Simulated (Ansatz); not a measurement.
# SiF and the effect of the strain (εzz = s)

```xyz
2
Lattice="1.3386 0.7728 3.8983 -1.3386 0.7728 3.8983 0.0000 -1.5457 3.8983" Properties=species:S:1:pos:R:3 pbc="T T T"
Si    0.0000    0.0000    5.8475
F     0.0000    0.0000    0.0000
```

The cell comes from a database or a generator and needn't be the stable form of this composition.

Kept alike: task single point; functional PBE; k mesh 10 × 10 × 10; occupations fermi-dirac, width 0.05 eV; no spin polarisation. Program: Ansatz, Ansatz PAW, cutoff 420 eV. The mesh is that of the run's cell of 2 atoms. No spin-orbit coupling.

| s | free energy over the lowest row (meV/atom) |
| --- | --- |
| -0.04 | 24.31 |
| -0.02 | 6.05 |
| -0.01 | 1.57 |
| 0 | 0.00 |
| 0.01 | 1.19 |
| 0.02 | 4.96 |
| 0.04 | 19.79 |

The cell shown is the unstrained one; x, y and z are its Cartesian axes; atoms keep their fractions. For a metal such a mesh leaves the last digits unconverged.

**Question.** What does the strain (εzz = s) change here?

**Answer.** The free energy is lowest at 0, and 24.31 meV an atom higher at -0.04.
